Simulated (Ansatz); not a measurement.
An element in the sc structure gives these cold pressures by all-electron LAPW under LDA (Ansatz 0.2.0, scalar-relativistic, no spin polarisation).

| V (Å³/atom) | P (GPa) |
| --- | --- |
| 15.64 | -0.04 |
| 14.39 | 10.75 |
| 13.14 | 27.3 |
| 11.89 | 52.8 |
| 10.63 | 92.0 |
| 9.38 | 153.4 |
| 8.13 | 256.8 |
| 7.04 | 411.0 |

(1) Which element is it?

Results:

(1) Si. Its zero-pressure volume in this structure is near 15.6 Å³/atom; the volume and the steepness of P(V) together point to it, though neighbours can come close. Other candidates weren't computed, and some may come near.
